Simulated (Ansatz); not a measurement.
Given:

CsCdCl3 (cubic perovskite)

```
CsCdCl3
1.0
   10.22621     0.00000     0.00000
    5.11311     5.11311     0.00000
    0.00000     0.00000     5.11311
Cs Cd Cl
2 2 6
Direct
  0.00000   0.00000   0.00000
  0.50000   0.00000   0.00000
  0.00000   0.50000   0.50000
  0.50000   0.50000   0.50000
  0.75000   0.50000   0.50000
  0.25000   0.50000   0.50000
  0.25000   0.00000   0.50000
  0.75000   0.00000   0.50000
  0.00000   0.50000   0.00000
  0.50000   0.50000   0.00000
```

A phonon eigenvector at M = (0.5, 0.5, 0.0) is frozen into this cell: atom i moves by Q times the vector below, so Q is the largest atomic displacement, in Å. The cell is held. It is one choice among 2 degenerate patterns. (q is in reciprocal vectors of the primitive cell; the cell shown is doubled to hold the pattern.)

```json
[
 {"atom": "Cs1", "x": "-0.135", "y": "0.000", "z": "0.000"},
 {"atom": "Cs2", "x": "0.135", "y": "0.000", "z": "0.000"},
 {"atom": "Cd3", "x": "0.000", "y": "1.000", "z": "0.000"},
 {"atom": "Cd4", "x": "0.000", "y": "-1.000", "z": "0.000"},
 {"atom": "Cl9", "x": "0.000", "y": "-0.083", "z": "0.000"},
 {"atom": "Cl10", "x": "0.000", "y": "0.083", "z": "0.000"}
]
```

Atoms not listed stay in place.

The numbers are results of LDA (plane waves to 420 eV, PAW, scalar-relativistic; Ansatz, a quantum-chemistry and plane-wave program), not measurements. k mesh 7×7×7 (Γ-centred), Fermi-Dirac smearing 0.05 eV. Energies are smeared free energies. CsCdCl3 was relaxed with its symmetry unable to fall. ΔE is measured from the undisplaced structure.

The scan covers Q from -0.100 to 0.100 Å in 13 points.

Q: Which space group does the distorted structure have?

A: Cmmm (No. 65), lowered from Pm-3m.

Q: What is the energy change at Q = 0.100 Å?

A: 82.6 meV/cell.

Q: What harmonic wavenumber does the curvature at Q = 0 give?

A: 139 cm⁻¹.

(A displaced cell: forces are minus the slopes of the energy, force constants its curvatures, and phonons follow from these.)
